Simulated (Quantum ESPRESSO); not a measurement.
# AlMg2Ru2Ta2Ti in 6 site orders

All numbers below are calculated, not measured. They come from Quantum ESPRESSO 7.5, a public plane-wave density functional program. Each row is one single-point run on a made-up periodic cell of eight metal atoms, with elements, volume, strain and displacements drawn at random and not relaxed, so a cell may be unstable or far from any real phase. There is no spin polarisation or spin-orbit coupling.

Settings: PBE unless stated; PseudoDojo standard norm-conserving files; Fermi-Dirac width 0.25 eV, which means electrons at about 2900 K; cutoff 1143 eV; 5 x 5 x 4 k mesh shifted half a step off Gamma. E is the free energy of the whole cell (internal energy minus TS), so a -TS column is already part of it. Stress is positive in tension, and the pressure P is minus a third of its trace.

Checks: one run of this series was repeated at a higher cutoff and on a denser mesh, which moved values by no more than 0.004 eV, 0.02 GPa and 0.005 eV/Å, and a second program with other atomic files agreed on it to 2 % rms in force and 0.5 GPa in pressure. Known limits: heavy elements are run without spin-orbit coupling, which real alloys of them have; a spin test at this wide smearing found no moment, but such smearing suppresses magnetism that the real alloy may have.

The lattice is hexagonal close-packed, and the cell vectors in Å are (4.471, -2.581, 0.000); (-2.981, 0.000, -4.947); (2.981, 5.163, 0.000), a volume of 152.27 Å³. The runs put one composition on the same eight displaced sites in different orders. E is counted from run 1, and the rms force is over all 24 components. Nothing is relaxed, so E mixes bonding between neighbours with strain on unrelaxed sites, and it is not an ordering energy.

```
run  elements on sites 1 to 8  E (eV)  -TS (eV)  rms force (eV/Å)  largest force (eV/Å)  P (GPa)
  1   Ru Mg Ta Al Mg Ta Ti Ru   0.000    -1.758             0.298                  0.71   -14.71
  2   Ru Mg Ti Mg Al Ru Ta Ta   0.454    -1.908             0.291                  0.74   -13.83
  3   Ta Mg Ti Ru Ta Ru Al Mg   0.082    -1.785             0.372                  0.86        ?
  4   Ta Ru Al Ti Ru Mg Mg Ta   0.516    -1.881             0.337                  0.77   -13.85
  5   Ta Ru Al Ru Mg Mg Ta Ti   0.054    -1.783             0.263                  0.76   -14.19
  6   Al Mg Ta Ru Ta Ti Ru Mg   0.392    -1.844             0.411                  1.04   -13.97
```

## Worked fit

A straight line through the runs shown gives P = -14.50 + 1.37 E GPa with E in eV, an error of 0.39 on the slope and a scatter of 0.19 GPa. At this fixed volume the orders of higher energy tend to have the higher pressure.

## Withheld value

Question: what pressure should run 3 give?

The fit gives -14.39 ± 0.22 GPa. The calculation gave -14.14 GPa.
